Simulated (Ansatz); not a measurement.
ScCu:
```
CELL_PARAMETERS angstrom
      3.20975     0.00000     0.00000
      0.00000     3.20975     0.00000
      0.00000     0.00000     3.20975
ATOMIC_POSITIONS crystal
  Sc 0.50000 0.50000 0.50000
  Cu 0.00000 0.00000 0.00000
```

Relaxed with PBEsol. Special points in fractions of this cell's reciprocal vectors: Γ (0.000, 0.000, 0.000); X (0.000, 0.500, 0.000); M (0.500, 0.500, 0.000); R (0.500, 0.500, 0.500).

List the band energies nearest the Fermi level at these points for plane-wave PAW PBEsol (Ansatz code).

In eV from the Fermi level; about four levels below and three above (degenerate sets whole), none deeper than 8.9 eV; points with the same levels are listed once.

```
k                          below                     above
-  -----------------------------  ------------------------
Γ  -3.95 -3.95 -3.03 -3.03 -3.03  0.57 0.57 3.38 3.38 3.38
X        -3.14 -3.14 -2.92 -2.07            0.30 1.47 1.47
M        -3.38 -3.38 -2.66 -1.80            0.18 0.18 0.98
R  -2.65 -2.65 -1.53 -1.53 -1.53            3.27 4.14 4.14
```

Space group Pm-3m (CsCl type). The first step of the workflow began from a Materials Project structure, measured or hypothetical; the Crystallography Open Database files this formula in space group No. 221, but the cells were not matched. Whether it is the stable phase at ambient conditions was not checked. The cell was relaxed with PBEsol under the symmetry of its start; of distortions, only those at the zone centre were tested. The run is not spin-polarised.

Potentials: the later of the program's two PAW sets.
